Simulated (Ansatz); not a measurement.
A relaxation computed with Ansatz, from input to last step.

```yaml
crystal:
  lattice:
    - [3.811, 0.0, 0.0]
    - [-1.9055, 3.3004228138, 0.0]
    - [0.0, 0.0, 6.234]
  atoms:
    - { symbol: Zn, position: [0.3333333333, 0.6666666667, 0.0] }
    - { symbol: Zn, position: [0.6666666667, 0.3333333333, 0.5] }
    - { symbol: S, position: [0.3333333333, 0.6666666667, 0.385] }
    - { symbol: S, position: [0.6666666667, 0.3333333333, 0.885] }
basis:
  ecutwfc: 500
kpoints:
  mp_grid: { grid: [6, 6, 4] }
hamiltonian:
  xc: r2scan
scf:
  occupations: { method: gaussian, width: 0.02 }
output:
  forces: true
  stress: true
  eigenvalues: true
relax:
  adjacent_minimum: "off"
  f_tol: 0.01
  max_steps: 40
```

```bash
ansatz run input.yaml --threads 1 --pin off --max-ram 2560MiB --backend cpu --events-out ev --progress --plain --runs-dir out
```

Level of theory: Ansatz 0.2.0, DFT r2SCAN, scalar-relativistic, plane waves, PAW.

Of 4 frames 3 are shown, positions in Å and forces in eV/Å; the SCF threshold varies from step to step.

```xyz
4
Lattice="3.8110 0.0000 0.0000 -1.9055 3.3004 0.0000 0.0000 0.0000 6.2340" Properties=species:S:1:pos:R:3:forces:R:3 pbc="T T T" step=1 free_energy_over_end_meV_per_atom=5.33
Zn    0.0000    2.2003    0.0000    0.0000    0.0000    0.3178
Zn    1.9055    1.1001    3.1170    0.0000    0.0000    0.3178
S     0.0000    2.2003    2.4001    0.0000    0.0000   -0.3180
S     1.9055    1.1001    5.5171    0.0000    0.0000   -0.3180
4
Lattice="3.8110 0.0000 0.0000 -1.9055 3.3004 0.0000 0.0000 0.0000 6.2340" Properties=species:S:1:pos:R:3:forces:R:3 pbc="T T T" step=2 free_energy_over_end_meV_per_atom=2.59
Zn    0.0000    2.2003    0.0100    0.0000    0.0000    0.2278
Zn    1.9055    1.1001    3.1270    0.0000    0.0000    0.2278
S     0.0000    2.2003    2.3901    0.0000    0.0000   -0.2283
S     1.9055    1.1001    5.5071    0.0000    0.0000   -0.2283
4
Lattice="3.8110 0.0000 0.0000 -1.9055 3.3004 0.0000 0.0000 0.0000 6.2340" Properties=species:S:1:pos:R:3:forces:R:3 pbc="T T T" step=4 free_energy_over_end_meV_per_atom=0.00
Zn    0.0000    2.2003    0.0315    0.0000    0.0000    0.0042
Zn    1.9055    1.1001    3.1485    0.0000    0.0000    0.0042
S     0.0000    2.2003    2.3686    0.0000    0.0000   -0.0044
S     1.9055    1.1001    5.4856    0.0000    0.0000   -0.0044
```

It took 35 s on 1 thread of Intel(R) Xeon(R) Platinum 8259CL CPU @ 2.50GHz (Skylake/Cascade Lake), on a shared host, peak memory 0.57 GiB.